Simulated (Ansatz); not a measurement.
Given:

C (space group P6_3/mmc)

```yaml
crystal:
  lattice:
    - [4.88987, 0.00000, 0.00000]
    - [-1.22247, 2.11738, 0.00000]
    - [0.00000, 0.00000, 6.63682]
  atoms:
    - { symbol: C, position: [0.00000, 0.00000, 0.25000] }
    - { symbol: C, position: [0.50000, 0.00000, 0.25000] }
    - { symbol: C, position: [0.00000, 0.00000, 0.75000] }
    - { symbol: C, position: [0.50000, 0.00000, 0.75000] }
    - { symbol: C, position: [0.16667, 0.66667, 0.25000] }
    - { symbol: C, position: [0.66667, 0.66667, 0.25000] }
    - { symbol: C, position: [0.33333, 0.33333, 0.75000] }
    - { symbol: C, position: [0.83333, 0.33333, 0.75000] }
```

A phonon eigenvector at M = (0.5, 0.0, 0.0) is frozen into this cell: atom i moves by Q times the vector below, so Q is the largest atomic displacement, in Å. The cell is held. (q is in reciprocal vectors of the primitive cell; the cell shown is doubled to hold the pattern.)

```
atom      x      y       z
----  -----  -----  ------
C1    0.000  0.000   0.995
C2    0.000  0.000  -0.995
C3    0.000  0.000   0.995
C4    0.000  0.000  -0.995
C5    0.000  0.000  -1.000
C6    0.000  0.000   1.000
C7    0.000  0.000   1.000
C8    0.000  0.000  -1.000
```

These are LDA (plane waves to 420 eV, PAW, scalar-relativistic; Ansatz, a first-principles code) values and carry that method's errors. k mesh 15×15×5 (Γ-centred), Fermi-Dirac smearing 0.05 eV. E stands for the smeared free energy. With partly filled bands, energies and forces of such displacements shift with the k mesh and the smearing. C was relaxed with its symmetry unable to fall. ΔE is measured from the undisplaced structure.

The scan covers Q from -0.280 to 0.280 Å in 13 points.

Task: Which space group does the distorted structure have?

Result: Pnma (No. 62), lowered from P6_3/mmc.

Task: What is the energy change at Q = 0.280 Å?

Result: 6491 meV/cell.

Task: What harmonic wavenumber does the curvature at Q = 0 give?

Result: 636 cm⁻¹.

(A displaced cell: forces are minus the slopes of the energy, force constants its curvatures, and phonons follow from these.)
